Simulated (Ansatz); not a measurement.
## Two states of SrTi2S2

```
CELL_PARAMETERS angstrom
0.00000 3.77879 0.00000
3.77879 0.00000 0.00000
1.88940 1.88940 -6.39385
ATOMIC_POSITIONS crystal
S 0.36000 0.36000 0.28000
S 0.64000 0.64000 0.72000
Sr 0.00000 0.00000 0.00000
Ti 0.75000 0.25000 0.50000
Ti 0.25000 0.75000 0.50000
```

The numbers come from plane-wave PAW DFT (Ansatz): r2SCAN, with U_eff = 2.82 eV on Ti d (all-electron-ortho-atomic projectors), 500 eV, 6×6×6 Γ-centred k points, fermi-dirac occupations (width 0.0181 eV). Nothing was relaxed.

State A: no moments (no spin polarisation). State B: Ti4 down, Ti5 up (collinear spin).

Task: Compare the two self-consistent states.

Result: State B is lower by 94.6 meV an atom at zero smearing.

```
state  free energy (meV/atom)  largest moment in a small sphere (μB)  net moment (μB/cell)  gap on mesh (eV)  pressure (GPa)  largest force (eV/Å)
    A                    94.7                                   0.00                  0.00             metal            11.9                  2.76
    B                     0.0                                   1.06                  0.00             metal            18.0                  3.17
```

Origin: a known structure type with other elements, at an estimated volume, so it need not be a known compound. Caveats: atoms or cell far from equilibrium.
